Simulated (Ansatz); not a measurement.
Relaxation of a generated trial cell of Si2W in the C49 structure type; 6 atoms in the cell, which starts as Cmcm (No. 63), oS12; a = 3.529 Å, b = 13.928 Å, c = 3.472 Å, α = 90.00°, β = 90.00°, γ = 90.00°. Calculation: r2SCAN (plane waves to 500 eV, PAW, scalar-relativistic; Ansatz, a program for electronic structure). Γ-centred k-mesh 7×7×7 on the run's cell (coarser than for final values), Fermi–Dirac smearing 0.05 eV. This is the first round of the run. 

The optimiser's lines from the output (shortened; P is positive under compression):

```
relax step   1: F+E_penalty+E_count = -23349.36325152 eV  Δ(F+E_penalty+E_count) = +0.000e0 eV  max|allowed force component| = 1.743e0 eV/Å  Δτ_max = 0.0000 Å  P = -2.610 GPa  Ω = 85.344 Å³  (7 SCF iters, dr2 threshold 1.00e-7 eV, accepted)
relax step   2: F+E_penalty+E_count = -23349.71917132 eV  Δ(F+E_penalty+E_count) = -3.559e-1 eV  max|allowed force component| = 2.104e-1 eV/Å  Δτ_max = 0.1606 Å  P = +4.353 GPa  Ω = 83.527 Å³  (7 SCF iters, dr2 threshold 6.00e-7 eV, accepted)
relax step   3: F+E_penalty+E_count = -23349.84335068 eV  Δ(F+E_penalty+E_count) = -1.242e-1 eV  max|allowed force component| = 3.101e-1 eV/Å  Δτ_max = 0.0433 Å  P = -1.447 GPa  Ω = 86.652 Å³  (7 SCF iters, dr2 threshold 6.00e-7 eV, accepted)
relax step   4: F+E_penalty+E_count = -23350.02386438 eV  Δ(F+E_penalty+E_count) = -1.805e-1 eV  max|allowed force component| = 4.395e-1 eV/Å  Δτ_max = 0.1001 Å  P = -0.933 GPa  Ω = 88.357 Å³  (6 SCF iters, dr2 threshold 6.00e-7 eV, accepted)
relax step   5: F+E_penalty+E_count = -23350.14507285 eV  Δ(F+E_penalty+E_count) = -1.212e-1 eV  max|allowed force component| = 1.703e-1 eV/Å  Δτ_max = 0.0478 Å  P = -0.203 GPa  Ω = 89.056 Å³  (7 SCF iters, dr2 threshold 6.00e-7 eV, accepted)
relax step   6: F+E_penalty+E_count = -23350.14965264 eV  Δ(F+E_penalty+E_count) = -4.580e-3 eV  max|allowed force component| = 4.251e-2 eV/Å  Δτ_max = 0.0150 Å  P = -0.148 GPa  Ω = 89.166 Å³  (6 SCF iters, dr2 threshold 6.00e-7 eV, accepted)
relax step   7: F+E_penalty+E_count = -23350.14983724 eV  Δ(F+E_penalty+E_count) = -1.846e-4 eV  max|allowed force component| = 2.355e-2 eV/Å  Δτ_max = 0.0055 Å  P = +0.114 GPa  Ω = 89.089 Å³  (4 SCF iters, dr2 threshold 2.21e-7 eV, accepted)
relax step   8: F+E_penalty+E_count = -23350.15001593 eV  Δ(F+E_penalty+E_count) = -1.787e-4 eV  max|allowed force component| = 5.034e-3 eV/Å  Δτ_max = 0.0018 Å  P = -0.017 GPa  Ω = 89.116 Å³  (4 SCF iters, dr2 threshold 1.97e-7 eV, accepted)
relax step   9: F+E_penalty+E_count = -23350.15002396 eV  Δ(F+E_penalty+E_count) = -8.031e-6 eV  max|allowed force component| = 6.284e-4 eV/Å  Δτ_max = 0.0004 Å  P = +0.002 GPa  Ω = 89.116 Å³  (4 SCF iters, dr2 threshold 4.37e-9 eV, accepted)
relax step  10: F+E_penalty+E_count = -23350.15146079 eV  Δ(F+E_penalty+E_count) = -1.437e-3 eV  max|allowed force component| = 7.359e-4 eV/Å  Δτ_max = 0.0000 Å  P = +0.010 GPa  Ω = 89.116 Å³  stress off target by 2.84e-2 GPa  SCF on the basis re-selected at this cell (its energy is not comparable with the rows above)  (6 SCF iters)
relax step  11: F+E_penalty+E_count = -23350.15145964 eV  Δ(F+E_penalty+E_count) = +1.153e-6 eV  max|allowed force component| = 7.023e-4 eV/Å  Δτ_max = 0.0003 Å  P = -0.004 GPa  Ω = 89.130 Å³  (4 SCF iters, dr2 threshold 2.02e-9 eV, accepted)
relax step  12: F+E_penalty+E_count = -23350.15146077 eV  Δ(F+E_penalty+E_count) = -1.134e-6 eV  max|allowed force component| = 7.068e-4 eV/Å  Δτ_max = 0.0000 Å  P = -0.004 GPa  Ω = 89.130 Å³  stress off target by 7.78e-3 GPa  SCF on the basis re-selected at this cell (its energy is not comparable with the rows above)  (4 SCF iters)
```

From the first to the last row the energy changes by -0.13 eV/atom and the volume by +4.4 %. The last row is marked as not comparable with the walk above it, whose basis was carried along; it does compare with step 1, since both stand on a basis selected at the nominal cutoff for their own cell.

Later rounds, restarted from the end of this one on a renewed k-mesh, logged 4 more steps and released under 0.01 eV/atom more. The final structure after all rounds: Cmcm (No. 63), oS12, AFLOW prototype A2B_oC12_63_2c_c (C49, as in ZrSi2); a = 3.4368 Å, b = 15.5502 Å, c = 3.3366 Å, α = β = γ = 90.00°. Between re-selections the logged energies stand on a plane-wave basis carried along with the cell. No spin polarisation in the result.

The run could not lose the symmetry of its start: the end is stationary, and may be a saddle point rather than a minimum.

The relaxed structure here is a generated cell of Si2W: the first start was made by placing the elements on the sites of a structure type, and the end was not matched to a known phase here, so it may be hypothetical. Known forms of Si2W include space group No. 139.
